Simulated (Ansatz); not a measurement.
CdS (rock salt, Fm-3m), r²SCAN (plane waves, PAW; program Ansatz), all energies at zero smearing, with the estimated change up to a 700 eV cutoff added, with one set of potentials and settings (totals compare only within such a set). Cell of 2 atoms (1 S, 1 Cd): -9175.458 eV.

```tsv
element	reference phase	E (eV/atom)
S	P2/c, 32 atoms in the cell	-905.8156
Cd	P6_3/mmc, 2 atoms in the cell	-8268.1834
```

Formation energy per atom, worked out: (-9175.458 − 1×(-905.8156) − 1×(-8268.1834))/2 = -0.730 eV/atom (-70 kJ per mol of atoms), at 0 K, without zero-point energy or fitted corrections.

This is a known high-pressure phase of the composition, computed here at zero pressure and temperature. The r²SCAN relaxation kept the symmetry of its start; its stability against distortions is not shown here. The references are the lowest solids computed at this level, not always the standard phases.

Potentials: the later of the program's two PAW sets.
